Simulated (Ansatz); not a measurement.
InOF:
```xyz
12
Lattice="0.0000 4.1969 5.1121 3.5295 0.0000 5.1121 3.5295 4.1969 0.0000" Properties=species:S:1:pos:R:3 pbc="T T T"
In     3.5295     6.7116     5.1121
In     3.5295     1.6822     5.1121
In     1.7648     3.7806     2.5561
In     1.7648     0.4163     2.5561
O      3.5295     4.1969     1.3960
O      3.5295     4.1969     8.8282
O      1.7648     2.0984     1.1601
O      1.7648     2.0984     3.9521
F      4.4119     5.2461     6.3901
F      2.6471     3.1477     6.3901
F      4.4119     3.1477     3.8341
F      2.6471     5.2461     3.8341
```

Relaxed with r²SCAN. Independent-particle spectrum: no excitons, no local fields, no scissors shift; 0.1 eV broadening; ε₁ of the summed bands alone.

Tabulate the dielectric function from DFT-r²SCAN in the program Ansatz with PAW potentials.



| E (eV) | ε₁ xx | ε₂ xx | ε₁ yy | ε₂ yy | ε₁ zz | ε₂ zz |
|---|---|---|---|---|---|---|
| 0.0 | 3.16 | 0.00 | 3.24 | 0.00 | 3.22 | 0.00 |
| 0.5 | 3.17 | 0.00 | 3.25 | 0.00 | 3.23 | 0.00 |
| 1.0 | 3.20 | 0.00 | 3.29 | 0.00 | 3.25 | 0.00 |
| 1.5 | 3.26 | 0.00 | 3.37 | 0.00 | 3.31 | 0.00 |
| 2.0 | 3.37 | 0.00 | 3.56 | 0.00 | 3.39 | 0.00 |
| 2.5 | 3.58 | 0.03 | 3.63 | 0.33 | 3.53 | 0.00 |
| 3.0 | 3.78 | 0.16 | 3.62 | 0.39 | 3.78 | 0.01 |
| 3.5 | 4.09 | 0.74 | 3.77 | 0.46 | 4.23 | 0.52 |
| 4.0 | 3.83 | 1.10 | 4.01 | 0.83 | 4.04 | 0.89 |
| 4.5 | 3.63 | 1.29 | 3.85 | 1.20 | 3.96 | 1.12 |
| 5.0 | 3.48 | 1.50 | 3.72 | 1.54 | 3.89 | 1.37 |
| 5.5 | 3.15 | 1.53 | 3.22 | 1.59 | 3.83 | 1.69 |
| 6.0 | 3.18 | 1.51 | 3.22 | 1.51 | 3.39 | 2.22 |
| 6.5 | 3.00 | 1.49 | 3.07 | 1.46 | 2.99 | 1.61 |
| 7.0 | 3.35 | 1.79 | 3.35 | 1.51 | 3.43 | 1.79 |
| 7.5 | 2.72 | 2.32 | 3.38 | 1.79 | 3.34 | 2.13 |
| 8.0 | 2.13 | 1.60 | 2.62 | 1.98 | 2.56 | 2.35 |
| 8.5 | 2.48 | 1.54 | 3.23 | 1.51 | 4.18 | 1.99 |
| 9.0 | 2.73 | 1.49 | 4.20 | 3.00 | 3.18 | 4.03 |
| 9.5 | 2.82 | 1.46 | 2.73 | 3.33 | 1.46 | 3.48 |
| 10.0 | 3.43 | 2.32 | 1.65 | 3.84 | 1.31 | 2.59 |
| 10.5 | 2.42 | 3.51 | 1.52 | 3.11 | 1.67 | 2.88 |
| 11.0 | 1.38 | 3.05 | 0.74 | 2.76 | 0.43 | 2.60 |
| 11.5 | 1.02 | 2.54 | 0.86 | 2.36 | 0.59 | 1.85 |
| 12.0 | 1.17 | 2.33 | 0.70 | 2.56 | 0.93 | 2.18 |

From ε at 2.7 eV (xx: 3.65 + 0.11i), find n, k, the normal reflectivity and the absorption coefficient.

n = 1.91, k = 0.029, R = 10 %, α = 2kE/ħc = 7900 cm⁻¹.

With all bands, ε∞ without local fields is 3.43 (xx), 3.52 (yy), 3.49 (zz).

Space group Fddd. The first step of the workflow began from a Materials Project structure, measured or hypothetical; the Crystallography Open Database files this formula in space group No. 70, but the cells were not matched. Whether it is the stable phase at ambient conditions was not checked. The r²SCAN relaxation kept the symmetry of its start; whether a distortion lowers the energy is not shown. Spin–orbit coupling is left out wherever it is not named.

Potentials: the later of the program's two PAW sets.
